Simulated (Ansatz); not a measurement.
# Band structure of HgH2

```
Hg H
1.0
     3.26942    0.00000    0.00000
    -1.63471    2.83140    0.00000
     0.00000    0.00000    5.29733
Hg H
1 2
Direct
  0.00000 0.00000 0.00000
  0.33333 0.66667 0.17740
  0.66667 0.33333 0.82260
```

Atoms are numbered in the order listed.

The conventional cell has a = 3.269 Å, b = 3.269 Å, c = 5.297 Å, α = 90.00°, β = 90.00°, γ = 120.00°. Hg (atom 1) is surrounded by 6 H at 2.11 Å. H (atom 2) has 3 Hg at 2.11 Å as nearest neighbours.

The cell was built from the CdI2 type and relaxed in the same program, and has space group P-3m1; it needn't be a known or the stable phase.

Spin–orbit coupling is left out, though it moves levels of the heavy atoms by tenths of an eV or more.

These are results of DFT, PBE, all-electron LAPW, scalar-relativistic in Ansatz 0.2.0, not measurements.

Numerical set-up: a Γ-centred 15×15×8 k mesh, Fermi–Dirac smearing of 0.05 eV, basis error target 1 meV/atom, no spin polarisation.

Points in fractions of the reciprocal vectors of this cell: Γ (0, 0, 0), M (0.5, 0, 0), K (0.333, 0.333, 0), A (0, 0, 0.5), L (0.5, 0, 0.5), H (0.333, 0.333, 0.5). The path joins them by straight lines in the order Γ–M–K–Γ–A–L–H–A–L; legs that retrace an earlier one aren't tabulated. Energies are in eV from the Fermi level.

Metal or insulator at this level of theory?

No gap opens: metallic or semimetallic.

Tabulate bands 20 to 26, counted from the lowest band of the run, along the path.


| k (1/Å) | point | band 20 | band 21 | band 22 | band 23 | band 24 | band 25 | band 26 |
| --- | --- | --- | --- | --- | --- | --- | --- | --- |
| 0.00 | Γ | -6.27 | -6.04 | -6.04 | -2.89 | 4.43 | 8.05 | 9.00 |
| 0.28 |  | -6.27 | -6.21 | -6.06 | -2.30 | 4.63 | 7.45 | 8.01 |
| 0.55 |  | -6.29 | -6.10 | -6.06 | -1.06 | 4.23 | 5.59 | 7.25 |
| 0.83 |  | -6.20 | -5.86 | -5.49 | -0.63 | 2.45 | 5.47 | 6.94 |
| 1.11 | M | -6.05 | -5.70 | -4.22 | -1.92 | 3.06 | 4.31 | 7.97 |
| 1.27 |  | -6.06 | -5.89 | -3.86 | -1.88 | 2.72 | 4.47 | 7.51 |
| 1.43 |  | -6.13 | -6.06 | -3.09 | -1.75 | 1.75 | 4.94 | 6.94 |
| 1.59 |  | -6.32 | -6.08 | -2.18 | -1.49 | 0.38 | 5.68 | 6.72 |
| 1.75 | K | -6.49 | -6.09 | -1.25 | -1.25 | -0.90 | 6.53 | 6.76 |
| 2.07 |  | -6.35 | -6.02 | -3.96 | 0.08 | 0.82 | 5.03 | 7.17 |
| 2.39 |  | -6.24 | -6.08 | -5.76 | -0.63 | 3.66 | 5.94 | 6.01 |
| 2.71 |  | -6.31 | -6.20 | -6.07 | -2.13 | 4.68 | 7.25 | 7.68 |
| 3.03 | Γ | -6.27 | -6.04 | -6.04 | -2.89 | 4.43 | 8.05 | 9.00 |
| 3.18 |  | -6.25 | -6.04 | -6.04 | -2.98 | 4.60 | 8.02 | 9.11 |
| 3.33 |  | -6.21 | -6.04 | -6.04 | -3.19 | 5.01 | 7.92 | 9.46 |
| 3.48 |  | -6.16 | -6.04 | -6.04 | -3.39 | 5.43 | 7.80 | 10.10 |
| 3.62 | A | -6.14 | -6.04 | -6.04 | -3.47 | 5.62 | 7.75 | 10.68 |
| 3.90 |  | -6.28 | -6.09 | -6.06 | -2.87 | 5.71 | 6.92 | 10.33 |
| 4.18 |  | -6.29 | -6.10 | -5.95 | -1.60 | 4.17 | 6.01 | 9.07 |
| 4.46 |  | -6.20 | -5.86 | -5.37 | -0.77 | 2.00 | 4.80 | 8.68 |
| 4.73 | L | -6.03 | -5.70 | -4.14 | -1.80 | 2.61 | 3.28 | 8.14 |
| 4.89 |  | -6.03 | -5.88 | -3.78 | -1.76 | 2.39 | 3.43 | 7.11 |
| 5.05 |  | -6.13 | -6.04 | -3.01 | -1.63 | 1.65 | 3.86 | 6.14 |
| 5.21 |  | -6.32 | -6.05 | -2.10 | -1.38 | 0.43 | 4.52 | 5.77 |
| 5.37 | H | -6.49 | -6.07 | -1.17 | -1.17 | -0.77 | 5.16 | 5.83 |
| 5.69 |  | -6.36 | -5.99 | -3.86 | -0.07 | 0.93 | 4.08 | 6.73 |
| 6.02 |  | -6.23 | -6.06 | -5.68 | -1.15 | 3.77 | 5.14 | 8.48 |
| 6.34 |  | -6.33 | -6.09 | -6.05 | -2.69 | 5.74 | 6.63 | 10.34 |
| 6.66 | A | -6.14 | -6.04 | -6.04 | -3.47 | 5.62 | 7.75 | 10.68 |
